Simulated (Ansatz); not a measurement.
Data:

Starting cell, WC (WC type, space group P-6m2):

```
WC
1.0
    5.84393     0.00000     0.00000
   -1.46098     2.53050     0.00000
    0.00000     0.00000     2.84728
W C
2 2
Cartesian
  0.00000   0.00000   0.00000
  2.92196   0.00000   0.00000
  1.46098   0.84350   1.42364
  4.38295   0.84350   1.42364
```

Scan: atom 1 (W, nearest neighbour C at 2.207 Å; its periodic images, 2.8 Å or more away, move with it) is displaced towards the nearest neighbour, direction (0.000, -0.764, 0.645) in Cartesian axes, by s. The other atoms stay.

Calculation: PBE (plane waves to 420 eV, PAW, scalar-relativistic; Ansatz, a program for electronic structure). k mesh 15×15×13 (Γ-centred), Fermi-Dirac smearing 0.05 eV. E stands for the smeared free energy. Left out: 1 of 11 points, with atoms too close for the PAW data. With partly filled bands, energies and forces of such displacements shift with the k mesh and the smearing. Spin-orbit coupling is left out, though W is heavy. The PAW data are Ansatz's earlier set. WC is run without spin polarisation. WC was relaxed with its symmetry unable to fall. ΔE is measured from the undisplaced structure.

The scan covers s from -0.440 to 0.352 Å in 10 points.

Task: Is the energy the same for displacements of ±0.352 Å, and if not, which side lies higher?

Result: Not even: the positive side lies higher at ±0.352 Å. With its periodic images moving along, the atom's site symmetry in this cell is mm2.

Task: What is the force constant k = d²E/ds² of this move at s = 0?

Result: 20.6 eV/Å².

(For displaced atoms, the force is minus the slope of the energy, and its curvature is a force constant, which sets phonon frequencies.)
